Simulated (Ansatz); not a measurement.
## Ta4C3 (Pm-3m): electronic heat capacity and spin susceptibility from the density of states

Computed with DFT PBEsol, scalar-relativistic, plane waves, PAW in Ansatz 0.2.0.

Settings: cutoff 420 eV, Γ-centred mesh 8×8×8 on the computed 7-atom cell, Gaussian smearing of 0.10 eV; no spin polarisation.

Relaxed cell: Pm-3m, a = 4.403 Å, b = 4.403 Å, c = 4.403 Å, α = 90.00°, β = 90.00°, γ = 90.00°, 7 atoms in the primitive cell. Whether it is the stable form of this composition wasn't checked.

The density of states at the Fermi level is 4.030 states/eV in the cell of 7 atoms (1 formula unit; both spins, tetrahedra on a 12×12×12 mesh). Averaged over bins of 0.1 eV the density runs from 2.3 to 6.0 states/eV within 0.2 eV of the Fermi level, so the figure hangs on the exact place of that level.

What Sommerfeld coefficient and Pauli susceptibility does this give?

Per formula unit N(E_F) = 4.030 states/eV. γ = (π²/3) k_B² N(E_F) N_A = 2.357 mJ/(mol K²) per state/eV, so γ = 9.5 mJ/(mol K²), a mole of formula units. χ_P = μ_B² N(E_F) N_A = 3.23×10⁻⁵ emu/mol per state/eV gives 13.0×10⁻⁵ emu/mol. This is the bare band result: a measured γ of the same phase is as a rule larger by a factor 1 + λ from phonons and spin fluctuations, the spin part of χ is larger by the Stoner factor, and a measured χ also holds orbital and core terms. N(E_F) at one energy is sensitive to the mesh where the density of states has sharp peaks.

Spin-orbit coupling is left out, which matters for the bands of heavy elements.

Cost: 1 run of about 1.3 core-minutes, on Intel Xeon 6975P-C (Granite Rapids) (shared hosts).